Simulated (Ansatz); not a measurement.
Relaxed-ion elastic tensor of Tl (hcp (Mg type), P6_3/mmc) in GPa (Voigt order), the program Ansatz at the LDA level (PAW); density 12.46 g/cm³, 27.24 Å³ per atom.

```
50.0  43.4  34.1   0.0   0.0   0.0
43.4  50.0  34.1   0.0   0.0   0.0
34.1  34.1  66.1   0.0   0.0   0.0
 0.0   0.0   0.0   8.3   0.0   0.0
 0.0   0.0   0.0   0.0   8.3   0.0
 0.0   0.0   0.0   0.0   0.0   3.3
```

Problem. Is the crystal mechanically stable?

Solution. Yes: the smallest eigenvalue of C is 3.3 GPa.

Problem. Work out the Voigt, Reuss and Hill averages.

Solution. K_V = 43.2, K_R = 43.1, K_H = 43.2; G_V = 7.6, G_R = 5.5, G_H = 6.5 GPa.

Problem. Give Young's modulus, Poisson's ratio, Pugh's ratio and the universal anisotropy index.

Solution. E = 9KG/(3K + G) = 18.7 GPa; ν = 0.43; K/G = 6.60 (ductile by the Pugh limit of 1.75); A_U = 5G_V/G_R + K_V/K_R − 6 = 1.97.

Problem. Estimate the sound speeds and the Debye temperature.

Solution. v_l = √((K + 4G/3)/ρ) = 2040 m/s, v_t = √(G/ρ) = 724 m/s, mean 823 m/s; Θ = (h/k)(3n/4πV)^(1/3) v_m = 81.5 K.

Problem. Solve the Christoffel equation for the three sound speeds along x, y, z.

Solution. Eigenvalues of C_ijkl n_j n_l equal ρv². In km/s, slowest first: x 0.51, 0.82, 2.00; y 0.51, 0.82, 2.00; z 0.82, 0.82, 2.30.

Problem. How much does each axis shrink under pressure?

Solution. Linear compressibilities β_i = Σ_j S_ij (j = 1 to 3): x 8.3, y 8.3, z 6.6 per TPa.

Symmetry was held in the LDA relaxation. As this level gives no gap, shear constants depend on the k-mesh and smearing (Fermi–Dirac, 0.1 eV here). On the denser mesh and wider smearing of the elastic run this cell carries a stress of 0.3 GPa. Scalar-relativistic: spin–orbit coupling is off unless named, which matters more the heavier the elements.

Potentials: the later of the program's two PAW sets.
